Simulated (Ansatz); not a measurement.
Values for one crystal, relaxed and computed with the program Ansatz at the PBE level (PAW); other levels are named.

| Quantity | Value |
|---|---|
| Volume per atom | 17.33 Å³ |
| Band gap | 3.57 eV (direct) |
| Electron effective mass | 0.18, 0.59, 0.59 mₑ (principal values) |
| Pressure derivative B′ | 4.1 |
| Bulk modulus (Birch–Murnaghan fit) | 352 kbar |
| Valence-band maximum | at X |
| Hole effective mass with spin–orbit coupling | 0.80, 0.92, 0.92 mₑ (principal values) |

Q: Pick the material that matches.
A. SnO, R3m (Sn on 3a, O on 3a)
B. HfO2, P4_2/nmc (Hf on 2a, O on 4d)
C. BaS, rock salt
D. Li6SI2O, Fm-3m (Li on 24e, I on 8c, S on 4a, O on 4b)

A: D, Li6SI2O, Fm-3m (Li on 24e, I on 8c, S on 4a, O on 4b)

The start of the workflow was typed in or built on a structure type; neither database checked (COD, Materials Project) lists it. Whether it is the stable phase at ambient conditions was not checked. Symmetry was held in the PBE relaxation; its stability against distortions is not shown here. The volume moved by 23 % from the start of the relaxation. Scalar-relativistic: spin–orbit coupling is off unless named, which matters more the heavier the elements.

Potentials: the later of the program's two PAW sets.
